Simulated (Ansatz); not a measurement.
Theory: DFT PBE, scalar-relativistic, plane waves, PAW (Ansatz 0.2.0). Settings: cutoff 420 eV, Γ-centred meshes spaced at most about 0.3 Å⁻¹, and about 0.25 Å⁻¹ or finer for metals (2π included), Gaussian smearing. No spin polarisation in the final relaxations.

All energies are static (0 K, no zero-point motion).

Compare these two cells of ScInS3, each relaxed at this level.

A. Space group P6/mmm (No. 191), hexagonal, a = 5.285 Å, c = 5.999 Å. Sc has 6 S at 2.64 Å and 2 In at 3.00 Å; around In lie 2 Sc at 3.00 Å; around S lie 2 Sc at 2.64 Å and 4 S at 2.64 Å.

B. Space group R32 (No. 155), trigonal, a = 6.573 Å, c = 10.051 Å. Sc is surrounded by 3 S at 2.42 Å; In has 6 S at 2.68 Å; S has 1 Sc at 2.42 Å and 2 In at 2.68 Å.

Task: Which form is favoured at zero pressure, and by what margin per atom?

Result: B is lower, by 0.47 eV/atom. A has space group P6/mmm (No. 191), 29.0 Å³/atom and no gap on its mesh; B has space group R32 (No. 155), 25.1 Å³/atom and no gap. Counting S atoms around In and Sc (those within 1.25 times the shortest such distance or 1.15 times the sum of covalent radii; the shortest distance is added where it is long for a bond), A has Sc 6, In 12 from 4.0 Å and B has Sc 3, In 6. The denser one is the lower, and pressure would at first widen the difference. Both come from invented guesses. A third cell relaxed alike, in Pm, lies 259 meV/atom below the lower of the two.

The zero gap of R32 may come from the functional, which often closes small gaps. A magnetic state wasn't ruled out in cells without spin, among them P6/mmm. Cells relaxed within their symmetry can be saddle points.
